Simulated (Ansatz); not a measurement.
SiGe in space group P-6m2 (No. 187; Ge on 1a, Si on 1f) at seven volumes, PBE in the plane-wave PAW code Ansatz, shape and atoms relaxed at each. One row is withheld.

```
V (Å³/atom)  P (GPa)
-----------  -------
16.711             ?
17.262          4.77
17.813          2.03
18.364          0.00
18.915         -1.95
19.466         -3.21
20.017         -4.58
```

Task: Fit the shown pressures and predict the withheld one.

Result: P = (3/2)B₀(x^(7/2) − x^(5/2))[1 + (3/4)(B′ − 4)(x − 1)] with x = (V₀/V)^(2/3). Least squares on the six rows gives V₀ = 18.344 Å³/atom, B₀ = 66.0 GPa, B′ = 5.51. At V = 16.711, x = 1.0641 and P = 7.95 GPa. The run itself gave 8.00 GPa.

The cell is a constructed one: a structure type filled with these elements; neither database checked (COD, Materials Project) lists it. Its standing as an ambient phase is unchecked. The cell was relaxed with PBE under the symmetry of its start; its stability against distortions is not shown here.

Potentials: the earlier of the program's two PAW sets.
